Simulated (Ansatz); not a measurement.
Consider the following.

Hf (hcp, Mg type)

```yaml
crystal:
  lattice:
    - [3.19784, 0.00000, 0.00000]
    - [-1.59892, 2.76941, 0.00000]
    - [0.00000, 0.00000, 5.04744]
  atoms:
    - { symbol: Hf, position: [0.33333, 0.66667, 0.75000] }
    - { symbol: Hf, position: [0.66667, 0.33333, 0.25000] }
```

Equation-of-state scan: isotropic scaling of the cell above, V₀ being its volume. Symmetry pins the atoms to their sites.

Method: r2SCAN (plane waves to 500 eV, PAW, scalar-relativistic; Ansatz, an electronic-structure program). k mesh 17×17×9 (Γ-centred), Fermi-Dirac smearing 0.05 eV. The energy includes the smearing's −TS. Compression counts positive. With the shape held, the modulus is that of even scaling; a crystal free to change shape is softer. Hf is run without spin polarisation. Hf was relaxed with its symmetry unable to fall. Spin-orbit coupling is left out, though Hf is heavy. The PAW data are Ansatz's earlier set. The zero of ΔE is the relaxed starting cell.

The scan covers V/V₀ from 0.840 to 1.160 in 9 points.

What is the fitted pressure derivative B₀′?

3.3.

What bulk modulus at fixed cell shape B₀ follows from a third-order Birch-Murnaghan fit?

111 GPa.

(A scan under strain: stresses follow from slopes of the energy per volume, elastic moduli from its curvatures.)
